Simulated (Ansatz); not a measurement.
Relaxation of a generated cell, AlRu placed in the AFLOW prototype AB_cI16_199_a_a (B_a); 8 atoms in the cell, which starts as I2₁3 (No. 199), cI16; a = b = c = 5.841 Å, α = β = γ = 90.00°. The numbers are results of PBE (plane waves to 420 eV, PAW, scalar-relativistic; Ansatz, a first-principles code), not measurements. Γ-centred k-mesh 8×8×8 on the run's cell (coarser than for final values), Fermi–Dirac smearing 0.05 eV. This is the first round of the run. 

The optimiser's lines from the output (shortened; P is positive under compression):

```
relax step   1: F+E_penalty+E_count = -25665.44923551 eV  Δ(F+E_penalty+E_count) = +0.000e0 eV  max|allowed force component| = 2.498e0 eV/Å  Δτ_max = 0.0000 Å  P = +37.961 GPa  Ω = 99.658 Å³  (6 SCF iters, dr2 threshold 1.00e-7 eV, accepted)
relax step   2: F+E_penalty+E_count = -25668.73280866 eV  Δ(F+E_penalty+E_count) = -3.284e0 eV  max|allowed force component| = 1.023e0 eV/Å  Δτ_max = 0.1643 Å  P = -3.332 GPa  Ω = 112.801 Å³  (6 SCF iters, dr2 threshold 8.00e-7 eV, accepted)
relax step   3: F+E_penalty+E_count = -25669.80415071 eV  Δ(F+E_penalty+E_count) = -1.071e0 eV  max|allowed force component| = 1.380e-1 eV/Å  Δτ_max = 0.2000 Å  P = +0.454 GPa  Ω = 108.365 Å³  (7 SCF iters, dr2 threshold 8.00e-7 eV, accepted)
relax step   4: F+E_penalty+E_count = -25669.88574174 eV  Δ(F+E_penalty+E_count) = -8.159e-2 eV  max|allowed force component| = 4.875e-3 eV/Å  Δτ_max = 0.0986 Å  P = -0.600 GPa  Ω = 108.747 Å³  (6 SCF iters, dr2 threshold 8.00e-7 eV, accepted)
relax step   5: F+E_penalty+E_count = -25669.88659829 eV  Δ(F+E_penalty+E_count) = -8.566e-4 eV  max|allowed force component| = 1.217e-3 eV/Å  Δτ_max = 0.0041 Å  P = +0.191 GPa  Ω = 108.326 Å³  (6 SCF iters, dr2 threshold 8.00e-7 eV, accepted)
relax step   6: F+E_penalty+E_count = -25669.88661025 eV  Δ(F+E_penalty+E_count) = -1.196e-5 eV  max|allowed force component| = 3.354e-4 eV/Å  Δτ_max = 0.0003 Å  P = +0.003 GPa  Ω = 108.425 Å³  (6 SCF iters, dr2 threshold 9.15e-8 eV, accepted)
relax step   7: F+E_penalty+E_count = -25669.89144395 eV  Δ(F+E_penalty+E_count) = -4.834e-3 eV  max|allowed force component| = 3.347e-4 eV/Å  Δτ_max = 0.0000 Å  P = +0.036 GPa  Ω = 108.425 Å³  stress off target by 3.62e-2 GPa  SCF on the basis re-selected at this cell (its energy is not comparable with the rows above)  (6 SCF iters)
relax step   8: F+E_penalty+E_count = -25669.89143852 eV  Δ(F+E_penalty+E_count) = +5.434e-6 eV  max|allowed force component| = 8.978e-5 eV/Å  Δτ_max = 0.0001 Å  P = +0.001 GPa  Ω = 108.444 Å³  (6 SCF iters, dr2 threshold 3.27e-9 eV, accepted)
relax step   9: F+E_penalty+E_count = -25669.89143852 eV  Δ(F+E_penalty+E_count) = +0.000e0 eV  max|allowed force component| = 9.041e-5 eV/Å  Δτ_max = 0.0000 Å  P = +0.001 GPa  Ω = 108.444 Å³  stress off target by 7.41e-4 GPa  SCF on the basis re-selected at this cell (its energy is not comparable with the rows above)  (11 SCF iters)
```

From the first to the last row the energy changes by -0.56 eV/atom and the volume by +8.8 %. The last row is marked as not comparable with the walk above it, whose basis was carried along; it does compare with step 1, since both stand on a basis selected at the nominal cutoff for their own cell.

Later rounds, restarted from the end of this one on a renewed k-mesh, logged 4 more steps and released under 0.01 eV/atom more. The final structure after all rounds: Pm-3m (No. 221), cP2, CsCl type; a = b = c = 3.0037 Å, α = β = γ = 90.00°. Between re-selections the logged energies stand on a plane-wave basis carried along with the cell. No spin polarisation in the result.

The run could not lose the symmetry of its start; a randomly shaken copy of 4 atoms returns to this structure.
